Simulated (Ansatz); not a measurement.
A trial cell of SnSe₄, before relaxation:

```
CELL_PARAMETERS angstrom
3.97047 0.00000 0.00000
-1.98523 3.43853 0.00000
0.00000 0.00000 10.32672
ATOMIC_POSITIONS crystal
Sn 0.00000 0.00000 0.50000
Se 0.33333 0.66667 0.00000
Se 0.66667 0.33333 0.00000
Se 0.00000 0.00000 0.70123
Se 0.00000 0.00000 0.29877
```

Theory: Ansatz, DFT PBE, scalar-relativistic, plane waves, PAW. Cutoff 420 eV, Gaussian smearing, Γ-centred meshes. Cell and atoms relax first on a coarse mesh and then on a finer one. In between, the cell is made exact in the group found at 0.06 Å. In metals the finer mesh still leaves noise of several meV/atom or more. The steps can't lower the symmetry of their start. No spin polarisation.

A guess keeps its type if space group and coordination stay and the shape of the cell changes little (axis ratios within about 15 %, angles within 6°); the volume may change.

Q: Does this structure survive the relaxation?

A: It keeps its type. The symmetry stays P6/mmm (No. 191). The volume per atom grows by 41.7 %, from 28.2 to 40.0 Å³. The shortest distance goes from 2.08 Å (Sn–Se) to 2.33 Å (Sn–Se). The ratio c/a of the conventional cell changes by a factor of 0.95. Counting neighbours within 15 % of an atom's shortest distance, the start has Se 1/3, Sn 2 and the end Se 1/3, Sn 2.

Formation energies are uncorrected and refer to the elements' standard structures at the same level. The references include grey tin.

Q: At what energy does it end?

A: +0.46 eV/atom. A positive value: parting into the elements would lower its energy.

The last run used a 12×12×4 mesh (in the run's order of axes) for its 5-atom cell and Gaussian smearing of 0.10 eV. No dispersion correction is applied, so the spacing and binding between layers, chains or molecules are poorly described. The reference form of Se is held partly by dispersion forces, which this level lacks. Symmetry constrained the relaxation, so the result can be a saddle point. Another cell of SnSe4 relaxed alike, in P-6m2, lies 159 meV/atom lower, so this cell isn't the stable form at this level.

In counts of neighbours, a slash parts the counts of unlike sites.
